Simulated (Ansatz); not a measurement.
Is this Mg3CdSe4 structure a true minimum?

The structure comes from a generated guess, relaxed at this level; another structure or a mixture of phases may lie lower.

The calculation used DFT PBE, scalar-relativistic, plane waves, PAW in Ansatz. Plane waves to 420 eV, a k mesh through Γ of 10×10×10 on the computed 8-atom cell and Gaussian smearing (0.01 eV); no spin polarisation.

The cell below (8 atoms, space group I4/mmm (No. 139)) is relaxed within its symmetry.

```yaml
crystal:
  lattice:
    - [-2.78613, 2.78613, 5.58323]
    - [2.78613, -2.78613, 5.58323]
    - [2.78613, 2.78613, -5.58323]
  atoms:
    - { symbol: Mg, position: [0.50000, 0.50000, 0.00000] }
    - { symbol: Mg, position: [0.75000, 0.25000, 0.50000] }
    - { symbol: Mg, position: [0.25000, 0.75000, 0.50000] }
    - { symbol: Cd, position: [0.00000, 0.00000, 0.00000] }
    - { symbol: Se, position: [0.74374, 0.74374, 0.00000] }
    - { symbol: Se, position: [0.25626, 0.25626, 0.00000] }
    - { symbol: Se, position: [0.50000, 0.00000, 0.50000] }
    - { symbol: Se, position: [0.00000, 0.50000, 0.50000] }
```

For the test it was strained at random (σ = 1.5 % a component), the atoms were moved at random (σ = 0.15 Å), and all was relaxed again on a coarse 4×4×4 mesh (in the run’s order of axes) with 0.20 eV smearing, with no symmetry imposed.

**Question.** Does it come back?

**Answer.** It returns, within 1 meV/atom of the unmoved cell on that mesh and with the same symmetry when read at 0.1 Å. So it is stable against the distortions that fit this cell and that this random move excites. Modes that don't fit the cell aren't tested.
